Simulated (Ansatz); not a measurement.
Data:

SnSe2:
```
SnSe2
1.0
    3.82903     0.00000     0.00000
   -1.91452     3.31604     0.00000
    0.00000     0.00000     6.28500
Sn Se
1 2
Direct
  0.00000   0.00000   0.00000
  0.33333   0.66667   0.25038
  0.66667   0.33333   0.74962
```

This is the r²SCAN+D4-relaxed structure. x, y and z are the axes in which the lattice vectors are written.

**Question.** All from r²SCAN+D4 (plane waves, PAW; program Ansatz), unless another level is named. Estimate the Young's modulus.

**Answer.** 46.7 GPa.

**Question.** Next, the elastic constants (relaxed ions, GPa)?

**Answer.** C11 = 110, C12 = 29.2, C13 = 10.9, C14 = -0.8, C33 = 24.7, C44 = 8.0.

Space group P-3m1 (CdI2 type). The cell was relaxed with r²SCAN+D4 under the symmetry of its start; of distortions, only those at the zone centre were tested. Scalar-relativistic: spin–orbit coupling is off unless named, which matters more the heavier the elements.

Potentials: the later of the program's two PAW sets.
